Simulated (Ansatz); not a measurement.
## NbSb: frozen-core PAW against all-electron methods

```yaml
crystal:
  lattice:
    - [3.52275, 0.00000, 0.00000]
    - [-1.76138, 3.05079, 0.00000]
    - [0.00000, 0.00000, 3.73600]
  atoms:
    - { symbol: Nb, position: [0.00000, 0.00000, 0.00000] }
    - { symbol: Sb, position: [0.33333, 0.66667, 0.50000] }
```

Atom numbers follow the list: Nb1, Sb2.

The cell was built from the WC type and relaxed in the same program; it needn't be a known or the stable phase. The listed cell was then made from it by scaling, straining or moving an atom.

No spin–orbit coupling, which matters for the heavy atoms here.

Methods: DFT, PBE, PAW with Ansatz's default frozen-core files, scalar-relativistic (Ansatz 0.2.0); DFT, PBE, all-electron PAW with datasets made for the crystal, scalar-relativistic (Ansatz 0.2.0); DFT, PBE, all-electron LAPW, scalar-relativistic (Ansatz 0.2.0).

For PAW: a Γ-centred 11×11×10 k mesh, Fermi–Dirac smearing of 0.05 eV, cutoff 420 eV, no spin polarisation. The crystal-made all-electron datasets (AE datasets) take a cutoff of 260 eV at this cell. LAPW targets a basis error of 0.25 meV/atom. The Ansatz runs share mesh, smearing and spin set-up. Plane-wave (PAW) pressures include the program's estimate of the Pulay term.

Stress and pressure are positive in compression.

The change that made this cell: volume scaled by 0.9405.

Spin–orbit coupling is left out, which moves gradients at and beside heavy atoms by some per cent and at worst by a factor of two.

In a metal, gradients converge slowly with the k mesh: the values move by tens of per cent from one mesh to another, at times in sign, so only the comparison on one mesh counts.

```json
{"quantity": "pressure (GPa)", "PAW": "9.10", "AE datasets": "9.10", "LAPW": "9.10"}
{"quantity": "stress xx (GPa)", "PAW": "8.10", "AE datasets": "8.09", "LAPW": "8.09"}
{"quantity": "stress zz (GPa)", "PAW": "11.12", "AE datasets": "11.12", "LAPW": "11.11"}
{"quantity": "field gradient Vzz at Nb1 (10²¹ V/m²)", "PAW": "1.05", "AE datasets": "0.98", "LAPW": "–"}
{"quantity": "field gradient Vzz at Sb2 (10²¹ V/m²)", "PAW": "-7.80", "AE datasets": "-7.94", "LAPW": "–"}
```

PAW's pressure differs from the LAPW value by about 0.01 GPa or less. Datasets made for the crystal and LAPW share parts of one code, so their agreement isn't an independent check.
